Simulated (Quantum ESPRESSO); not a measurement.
# Si2AsO5N: input and log of a self-consistent run

Simulated, not a measurement. The program is pw.x of Quantum ESPRESSO 7.5 (plane-wave density functional theory). The cell is made up: 9 atoms on a quartz lattice, with randomly drawn elements, strain and displacements, not relaxed. PseudoDojo standard norm-conserving files (v0.5 for PBE, v0.4.1 for LDA and PBEsol) set the functional; there is no spin polarisation, spin-orbit coupling or dispersion term, and the masses in the input are unused placeholders.

Input:

```
&control calculation='scf', pseudo_dir='./dojo.nc.sr.pbe.v0_5.standard.upf', outdir='./o', disk_io='low', tprnfor=.true., tstress=.true. /
&system ibrav=0, nat=9, ntyp=4, nbnd=35, ecutwfc=84.00895049, nosym=.true., tot_charge=0,
 occupations='smearing', smearing='fd', degauss=0.0018374661
/
&electrons conv_thr=7.350e-09, electron_maxstep=60, /
ATOMIC_SPECIES
As 1.0 As.upf
N 1.0 N.upf
O 1.0 O.upf
Si 1.0 Si.upf
CELL_PARAMETERS angstrom
5.0756 0.0 0.0
-2.5378 4.3956 0.0
0.0 0.0 5.571
ATOMIC_POSITIONS angstrom
Si 2.327 -0.0246 3.6659
As -1.3468 1.9812 1.855
Si 1.2806 2.211 -0.0146
O 1.414 1.0907 4.3514
O 3.3198 0.6588 2.5484
O 2.8608 2.565 0.8199
O 0.3528 1.73 1.1461
N -1.0481 3.1923 3.085
O 0.9008 3.6999 4.9835
K_POINTS automatic
5 5 4 1 1 1
```

The log is shortened where brackets say so; the opening notice, blank lines, dates and the lines on written files are dropped, and the path of the files is cut. It prints rydbergs, bohrs and kilobars, and counts compression as positive stress. With no partly filled state, the Fermi energy that it prints is only some level between the filled and the empty states on the mesh, and need not lie in the true gap.

```
     Program PWSCF v.7.5
     Parallel version (MPI & OpenMP), running on       4 processor cores
     Number of MPI processes:                 4
     Threads/MPI process:                     1
     [start-up lines left out]
     bravais-lattice index     =            0
     lattice parameter (alat)  =       9.5915  a.u.
     unit-cell volume          =     838.7554 (a.u.)^3
     number of atoms/cell      =            9
     number of atomic types    =            4
     number of electrons       =        58.00
     number of Kohn-Sham states=           35
     kinetic-energy cutoff     =      84.0090  Ry
     charge density cutoff     =     336.0358  Ry
     scf convergence threshold =      7.3E-09
     mixing beta               =       0.7000
     number of iterations used =            8  plain     mixing
     Exchange-correlation= PBE
                           (   1   4   3   4   0   0   0)
     [axes and pseudopotential details left out]
   Cartesian axes
     site n.     atom                  positions (alat units)
         1        Si     tau(   1) = (   0.4584680  -0.0048467   0.7222594  )
         2        As     tau(   2) = (  -0.2653479   0.3903381   0.3654740  )
         3        Si     tau(   3) = (   0.2523051   0.4356135  -0.0028765  )
         4        O      tau(   4) = (   0.2785878   0.2148909   0.8573174  )
         5        O      tau(   5) = (   0.6540705   0.1297975   0.5020884  )
         6        O      tau(   6) = (   0.5636378   0.5053590   0.1615376  )
         7        O      tau(   7) = (   0.0695090   0.3408464   0.2258058  )
         8        N      tau(   8) = (  -0.2064978   0.6289503   0.6078099  )
         9        O      tau(   9) = (   0.1774766   0.7289582   0.9818544  )
     number of k points=    50  Fermi-Dirac smearing, width (Ry)=  0.0018
                       cart. coord. in units 2pi/alat
        k(    1) = (   0.1000000   0.1732050   0.1138844), wk =   0.0400000
        k(    2) = (   0.1000000   0.1732050   0.3416532), wk =   0.0400000
     [further k points left out]
     Dense  grid:    87235 G-vectors     FFT dimensions: (  60,  60,  64)
     Estimated max dynamical RAM per process >     192.23 MB
     Estimated total dynamical RAM >     705.04 MB
     Initial potential from superposition of free atoms
     starting charge      57.9985, renormalised to      58.0000
     Starting wfcs are   41 randomized atomic wfcs
     total cpu time spent up to now is        5.4 secs
     per-process dynamical memory:   145.4 Mb
     Self-consistent Calculation
     iteration #  1     ecut=    84.01 Ry     beta= 0.70
     Davidson diagonalization with overlap
     ethr =  1.00E-02,  avg # of iterations =  3.0
     total cpu time spent up to now is       17.3 secs
     total energy              =    -414.13591588 Ry
     estimated scf accuracy    <       2.75914048 Ry
     iteration #  2     ecut=    84.01 Ry     beta= 0.70
     Davidson diagonalization with overlap
     ethr =  4.76E-03,  avg # of iterations =  3.0
     total cpu time spent up to now is       28.5 secs
     total energy              =    -414.87572255 Ry
     estimated scf accuracy    <       2.16753909 Ry
     iteration #  3     ecut=    84.01 Ry     beta= 0.70
     Davidson diagonalization with overlap
     ethr =  3.74E-03,  avg # of iterations =  2.0
     total cpu time spent up to now is       37.4 secs
     total energy              =    -415.28976830 Ry
     estimated scf accuracy    <       0.09847771 Ry
     iteration #  4     ecut=    84.01 Ry     beta= 0.70
     Davidson diagonalization with overlap
     ethr =  1.70E-04,  avg # of iterations =  6.0
     total cpu time spent up to now is       48.8 secs
     total energy              =    -415.31440558 Ry
     estimated scf accuracy    <       0.00608872 Ry
     iteration #  5     ecut=    84.01 Ry     beta= 0.70
     Davidson diagonalization with overlap
     ethr =  1.05E-05,  avg # of iterations =  8.0
     total cpu time spent up to now is       61.8 secs
     total energy              =    -415.31521692 Ry
     estimated scf accuracy    <       0.00207368 Ry
     iteration #  6     ecut=    84.01 Ry     beta= 0.70
     Davidson diagonalization with overlap
     ethr =  3.58E-06,  avg # of iterations =  3.1
     total cpu time spent up to now is       71.4 secs
     total energy              =    -415.31540929 Ry
     estimated scf accuracy    <       0.00039208 Ry
     iteration #  7     ecut=    84.01 Ry     beta= 0.70
     Davidson diagonalization with overlap
     ethr =  6.76E-07,  avg # of iterations =  2.2
     total cpu time spent up to now is       80.8 secs
     total energy              =    -415.31546934 Ry
     estimated scf accuracy    <       0.00003187 Ry
     iteration #  8     ecut=    84.01 Ry     beta= 0.70
     Davidson diagonalization with overlap
     ethr =  5.50E-08,  avg # of iterations =  2.0
     total cpu time spent up to now is       90.0 secs
     total energy              =    -415.31547762 Ry
     estimated scf accuracy    <       0.00000252 Ry
     iteration #  9     ecut=    84.01 Ry     beta= 0.70
     Davidson diagonalization with overlap
     ethr =  4.34E-09,  avg # of iterations =  3.4
     total cpu time spent up to now is       99.7 secs
     total energy              =    -415.31547817 Ry
     estimated scf accuracy    <       0.00000115 Ry
     iteration # 10     ecut=    84.01 Ry     beta= 0.70
     Davidson diagonalization with overlap
     ethr =  1.97E-09,  avg # of iterations =  2.0
     total cpu time spent up to now is      108.1 secs
     total energy              =    -415.31547829 Ry
     estimated scf accuracy    <       0.00000008 Ry
     iteration # 11     ecut=    84.01 Ry     beta= 0.70
     Davidson diagonalization with overlap
     ethr =  1.45E-10,  avg # of iterations =  2.3
     total cpu time spent up to now is      117.3 secs
     End of self-consistent calculation
          k = 0.1000 0.1732 0.1139 ( 10906 PWs)   bands (ev):
   -33.5424 -33.3820 -33.1481 -33.0997 -33.0593 -18.2214 -16.4439 -15.4730
   -14.8308 -13.6134  -9.7361  -7.1594  -5.5020  -3.6416  -3.2743  -2.4036
    -1.7841  -0.9775  -0.4705   0.1333   0.3858   0.7546   0.9379   1.0643
     1.5467   1.9786   2.6205   3.8544   4.3254   7.5878   9.9951  10.9897
    11.2163  11.9362  12.4140
     [levels at the other k points left out]
     the Fermi energy is     5.5973 ev
!    total energy              =    -415.31547831 Ry
     estimated scf accuracy    <          7.3E-09 Ry
     smearing contrib. (-TS)   =       0.00000000 Ry
     internal energy E=F+TS    =    -415.31547831 Ry
     The total energy is F=E-TS. E is the sum of the following terms:
     one-electron contribution =    -284.06199160 Ry
     hartree contribution      =     169.46489133 Ry
     xc contribution           =    -102.68149455 Ry
     ewald contribution        =    -198.03688350 Ry
     convergence has been achieved in  11 iterations
     Forces acting on atoms (cartesian axes, Ry/au):
     atom    1 type  4   force =     0.09826388   -0.05502000    0.10695736
     atom    2 type  1   force =     0.48381091    0.15824366    0.34079384
     atom    3 type  4   force =     0.04824232    0.08440654   -0.08598836
     atom    4 type  3   force =     0.00570825    0.06586409    0.06172179
     atom    5 type  3   force =    -0.04672315   -0.23532820    0.08353072
     atom    6 type  3   force =    -0.38390809    0.15191130   -0.43683070
     atom    7 type  3   force =    -0.08030541   -0.04973832    0.06114951
     atom    8 type  2   force =    -0.08844173   -0.13967071   -0.08255735
     atom    9 type  3   force =    -0.03664697    0.01933164   -0.04877680
     Total force =     0.949279     Total SCF correction =     0.000225
     Computing stress (Cartesian axis) and pressure
          total   stress  (Ry/bohr**3)                   (kbar)     P=      117.76
   0.00048051   0.00011138   0.00028327           70.69       16.39       41.67
   0.00011138   0.00099693  -0.00078135           16.39      146.65     -114.94
   0.00028327  -0.00078135   0.00092412           41.67     -114.94      135.94
     init_run     :      5.16s CPU      5.35s WALL (       1 calls)
     electrons    :    111.26s CPU    111.90s WALL (       1 calls)
     forces       :      1.42s CPU      1.45s WALL (       1 calls)
     stress       :      4.87s CPU      4.87s WALL (       1 calls)
     [timing details left out]
     PWSCF        :   2m 2.88s CPU   2m 3.79s WALL
     JOB DONE.
```

In other units: free energy -5650.655 eV for the cell, pressure 11.78 GPa, largest force component 12.439 eV/Å. A rerun of this cell at a cutoff of 1437 eV and k mesh 7 x 7 x 6 moved values by no more than 0.004 eV in energy, 0.02 GPa in stress and 0.002 eV/Å in force.